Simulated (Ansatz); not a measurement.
Crystals of one structure type (fcc (Cu type)) and one family of elements, relaxed and computed with r²SCAN in the plane-wave PAW code Ansatz.

| crystal | K_Hill (GPa) | G_Hill (GPa) |
|---|---|---|
| Au | 154 | 17.7 |
| Pt | 272 | 60.6 |
| Ir | 379 | 240 |
| Os | 420 | ? |

Q: Fit a straight line to ln G against ln K and predict the withheld value.

A: Least squares on the 3 shown rows: ln G = 2.82 × ln K + (-11.433), with a scatter of 19 %. For Os this gives 271. The run itself gave 256, within the scatter.

Not the usual ambient phase: Os, fcc (Cu type). All cells were relaxed under the symmetry of their starts (and spin orders); stability against distortions was not tested throughout. Rows with no word on spin ran without spin polarisation. Scalar-relativistic: spin–orbit coupling is off unless named, which matters more the heavier the elements.

Potentials: the earlier of the program's two PAW sets.
